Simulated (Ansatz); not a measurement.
# CaO with phosphorus replacing O: gradients before and after relaxing the atoms

Start: a supercell of CaO (rock salt type, Fm-3m) built from a structure deposited in the COD, with all atoms left at the host's positions.

Space group Fm-3m (No. 225); a = 14.4390 Å.

```
site  Wyckoff  site symmetry       x       y       z
 Ca1      32f            .3m  0.3333  0.8333  0.8333
 Ca2      24e           4m.m  0.5000  0.0000  0.8333
 Ca6      48h           m.m2  0.8333  0.1667  0.0000
Ca27       4a           m-3m  0.0000  0.5000  0.5000
   P       4b           m-3m  0.5000  0.0000  0.0000
 O29      48i           m.m2  0.6667  0.1667  0.0000
 O32      32f            .3m  0.8333  0.1667  0.1667
 O42      24e           4m.m  0.0000  0.5000  0.3333
```

One atom of each set is listed; the run and its k-mesh use a cell of 54 atoms with edges of 10.21, 10.21, 10.21 Å.

All values are calculated (Ansatz; DFT, PBE, plane waves and PAW, scalar-relativistic, 420 eV cutoff, Γ-centred 2×2×2 k-points, Fermi–Dirac smearing 0.01 eV, cell charge -1), not measured.

The largest force at the start is 2.6 eV/Å. Relaxing the ions at fixed cell moves them by 0.149 Å at most (atom 5, Ca) and 0.064 Å rms.

| site | moved (Å) | first shell before | first shell after | V_zz before (10²¹ V/m²) | η before |
| --- | --- | --- | --- | --- | --- |
| Ca1 | 0.016 | 6 O at 2.41 Å | 6 O at 2.40–2.42 Å | -0.044 | 0.00 |
| Ca2 | 0.149 | 5 O at 2.41 Å, 1 P at 2.41 Å | 5 O at 2.30–2.46 Å, 1 P at 2.56 Å | -3.38 | 0.00 |
| Ca6 | 0.008 | 6 O at 2.41 Å | 6 O at 2.35–2.41 Å | 0.23 | 0.28 |
| P | 0.000 | 6 Ca at 2.41 Å | 6 Ca at 2.56 Å | 0.00 | – |
| O29 | 0.077 | 6 Ca at 2.41 Å | 6 Ca at 2.35–2.46 Å | -0.43 | 0.62 |
| O32 | 0.002 | 6 Ca at 2.41 Å | 6 Ca at 2.41–2.42 Å | 0.098 | 0.00 |
| O42 | 0.045 | 6 Ca at 2.41 Å | 6 Ca at 2.30–2.41 Å | -0.32 | 0.00 |

**Question.** What are V_zz and η after the relaxation?

**Answer.** 

```csv
site,V_zz after,η after,change of V_zz
Ca1,0.36,0.00,+0.41
Ca2,-4.62,0.00,-1.24
Ca6,-0.92,0.04,–
P,0.00,–,0.00
O29,-1.05,0.27,-0.62
O32,0.090,0.00,-0.01
O42,-0.97,0.00,-0.65
```

The largest change of V_zz along a kept axis is on Ca2, from -3.38 to -4.62. In per cent, |V_zz| changes by +37 on Ca (all sites that start above 0.5). On O29 V_xx and V_yy change places (or their axes turn by over 50°), so the two values of η hide a larger change. V_zz changes sign on Ca1 (same axis). On Ca6 the largest principal value lies along another axis in the second run, so the two V_zz can't be compared directly. Other sites without a gradient aren't listed.

The defect repeats with the cell of 54 atoms, so it feels its images: sites between two images don't show the values beside a lone defect, and zeros or small values of η there can come from the images' arrangement. A uniform background compensates the cell's charge.
Before: The neighbours have not yet relaxed around the defect (largest force 2.6 eV/Å), so a real crystal will differ.
After: The relaxation keeps the site symmetry m-3m of the start, so the impurity can't leave its site; a start off the site could end lower.
